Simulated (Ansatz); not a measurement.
Relaxed candidate structures of GaP:

A. P6₃mc (No. 186), hP4, wurtzite type; a = b = 3.833 Å, c = 6.320 Å, α = β = 90.00°, γ = 120.00°; Ga 2b (0.333, 0.667, 0.500); P 2b (0.333, 0.667, 0.126)

B. F-43m (No. 216), cF8, zinc blende type; a = b = c = 5.4390 Å, α = β = γ = 90.00°; P 4c (0.250, 0.250, 0.250); Ga 4a (0.000, 0.000, 0.000)

### Question
Order them by energy per atom (lowest first) at the level PBEsol (plane waves to 420 eV, PAW, scalar-relativistic; Ansatz, a first-principles code).

### Answer
B (reference, the lowest of the structures calculated here), A (+8 meV/atom)

### Question
Give each candidate's band gap.

### Answer
No candidate is metallic. A: 1.29 eV (no spin-orbit coupling); B: 1.45 eV (no spin-orbit coupling).

Each run could gain symmetry but not lose that of its start, so entries can be saddle points. From databases, or of a type measured for this composition: F-43m, cF8, zinc blende type; the others are generated cells (placed on structure types, drawn at random, substituted or restacked) that were not matched to a known phase here. Static energies at zero pressure. No spin polarisation in the result.
